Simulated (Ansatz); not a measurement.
# Ca3BiP: do energies and stresses tell the same story?

Level of theory: Ansatz 0.2.0, DFT r2SCAN, scalar-relativistic, plane waves, PAW.

Plane waves to 500 eV, a k mesh through Γ of 6×6×6 on the computed 5-atom cell and Gaussian smearing (0.02 eV); no spin polarisation.

Relaxed cell: Pm-3m, a = 5.407 Å, b = 5.407 Å, c = 5.407 Å, α = 90.00°, β = 90.00°, γ = 90.00°, 5 atoms in the primitive cell. Whether it is the stable form of this composition wasn't checked.

Energies at zero smearing and pressures from the stress tensor, at volumes with shape and atoms relaxed:
```
V (Å³/atom) E − E(first) (meV/atom) P (GPa)
     29.710                     0.00     2.78
     30.659                   -11.92     1.28
     31.607                   -15.61    -0.01
     32.555                   -12.19    -1.12
     33.503                    -2.64    -2.08
```

Question: Check P = −dE/dV between neighbouring volumes, and get the bulk modulus from the pressures alone.

Answer: With 1 eV/Å³ = 160.2 GPa:
| middle V (Å³/atom) | −ΔE/ΔV (GPa) | mean P (GPa) |
| --- | --- | --- |
| 30.184 | 2.014 | 2.032 |
| 31.133 | 0.623 | 0.639 |
| 32.081 | -0.577 | -0.564 |
| 33.029 | -1.614 | -1.602 |

The two differ by 0.02 GPa at most. The mean of two end pressures misses the average over a step by about ΔV² P″/12, up to 0.02 GPa here; with that taken off 0.00 GPa remains. Around V = 31.607 Å³/atom, the two neighbours give B = −V ΔP/ΔV = 31.607 × 2.40 / 1.896 = 40.1 GPa, against B0 = 40.0 GPa from the Birch–Murnaghan fit of the energies.

Spin–orbit coupling is left out, which can shift energies with elements as heavy as these.